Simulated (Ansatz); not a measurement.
# ScSiS4: computed properties

These are results of DFT PBE, scalar-relativistic, plane waves, PAW in Ansatz, not measurements.

Cutoff 420 eV; k points 12×12×4 on the computed 6-atom cell (Γ-centred); Gaussian smearing, width 0.10 eV; no spin polarisation.

The structure is relaxed at this level of theory with its symmetry kept, and needn't be the ground state of this composition.

```cif
data_structure
_symmetry_space_group_name_H-M 'P4/mmm'
_symmetry_Int_Tables_number 123
_cell_length_a 3.4076
_cell_length_b 3.4076
_cell_length_c 11.0200
_cell_angle_alpha 90.000
_cell_angle_beta 90.000
_cell_angle_gamma 90.000
_cell_volume 127.96
loop_
_atom_site_label
_atom_site_type_symbol
_atom_site_symmetry_multiplicity
_atom_site_Wyckoff_symbol
_atom_site_fract_x
_atom_site_fract_y
_atom_site_fract_z
_atom_site_occupancy
Sc1 Sc 1 d 0.50000 0.50000 0.50000 1
Si1 Si 1 a 0.00000 0.00000 0.00000 1
S1 S 2 g 0.00000 0.00000 0.62187 1
S2 S 2 h 0.50000 0.50000 0.09618 1
```

```json
{"Space group": "P4/mmm (No. 123)", "Volume per atom": "21.33 Å³", "Formation energy from the elements' standard states (uncorrected)": "-0.349 eV/atom", "Kohn–Sham band gap": "none (metal)", "Density of states at the Fermi level": "3.7 states/eV per cell", "Orbital (Löwdin) character within 0.5 eV of the Fermi level": "S 3p 80 %, Sc 3d 8 %", "Bader charge by site (e)": "Sc (1 in the cell) 1.76, Si (1 in the cell) 1.00, S (2 in the cell) -0.93, S (2 in the cell) -0.45"}
```

The cell holds layers, chains or molecules and no dispersion correction was added, so their binding is poorly described. Spin polarisation was left out, and a magnetic state may lie lower.

Another cell of ScSiS4 relaxed alike, in P4mm, lies 57 meV/atom lower, so this cell isn't the stable form at this level.

The cell was found from a structure generator's guess, not taken from experiment. Löwdin shares on free-atom orbitals overweight diffuse shells.
